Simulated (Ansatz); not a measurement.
Relaxed candidate structures of Li:

**A**
```xyz
2
Lattice="0.0000 2.9630 2.9630 2.9630 0.0000 2.9630 2.9630 2.9630 0.0000" Properties=species:S:1:pos:R:3 pbc="T T T"
Li     1.4815     1.4815     1.4815
Li     0.0000     0.0000     0.0000
```

**B**
```cif
data_Li
_chemical_formula_sum 'Li1'
_space_group_name_H-M_alt 'P 1'
_space_group_IT_number 1
_cell_length_a 3.09410
_cell_length_b 3.09410
_cell_length_c 3.09410
_cell_angle_alpha 60.000
_cell_angle_beta 60.000
_cell_angle_gamma 60.000
loop_
_space_group_symop_operation_xyz
  'x, y, z'
loop_
_atom_site_label
_atom_site_type_symbol
_atom_site_fract_x
_atom_site_fract_y
_atom_site_fract_z
_atom_site_occupancy
Li1 Li 0.00000 0.00000 0.00000 1
```

**C**
```
Li
1.0
    5.53481     0.00000     0.00000
    0.00000     5.53481     0.00000
    0.00000     0.00000     5.53481
Li
8
Direct
  0.15707   0.15707   0.15707
  0.65707   0.34293   0.84293
  0.84293   0.65707   0.34293
  0.34293   0.84293   0.65707
  0.84293   0.84293   0.84293
  0.34293   0.65707   0.15707
  0.15707   0.34293   0.65707
  0.65707   0.15707   0.34293
```

Task: Order them by energy per atom (lowest first) at the level r2SCAN (plane waves to 500 eV, PAW, scalar-relativistic; Ansatz, a quantum-chemistry and plane-wave program).

Result: B (reference), C (+0.03 eV/atom), A (+0.53 eV/atom)

Probably no minimum, since a slightly shaken restart fell lower: Pa-3, cP8 (by 0.03 eV/atom, to Cmcm). Each run could gain symmetry but not lose that of its start, so entries can be saddle points. From databases, or of a type measured for this composition: Fm-3m, cF4, fcc (Cu type); the others are generated cells (placed on structure types, drawn at random, substituted or restacked) that were not matched to a known phase here. Static energies at zero pressure. The runs use different k-meshes, so differences are rounded accordingly. No spin polarisation in the result.
